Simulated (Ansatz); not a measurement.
InSb in space group Cmcm (No. 63; In on 4c, Sb on 4c), DFT-PBEsol in the program Ansatz with PAW potentials, all energies at zero smearing, with the estimated change up to a 700 eV cutoff added, with one set of potentials and settings (totals compare only within such a set). Cell of 4 atoms (2 In, 2 Sb): -23867.030 eV.

```
element              reference phase  E (eV/atom)
-------  ---------------------------  -----------
In       I4/mmm, 1 atoms in the cell   -5525.4106
Sb         R-3m, 2 atoms in the cell   -6408.0873
```

Formation energy per atom, worked out: (-23867.030 − 2×(-5525.4106) − 2×(-6408.0873))/4 = -0.009 eV/atom (-1 kJ per mol of atoms), at 0 K, without zero-point energy or fitted corrections.

The first step of the workflow began from a Materials Project structure, measured or hypothetical; the Crystallography Open Database copy checked does not list it. It is not the phase usual at ambient conditions (space group No. 216). Symmetry was held in the PBEsol relaxation; whether a distortion lowers the energy is not shown. The references are the lowest solids computed at this level, not always the standard phases. Scalar-relativistic: spin–orbit coupling is off unless named, which matters more the heavier the elements.

Potentials: the later of the program's two PAW sets.
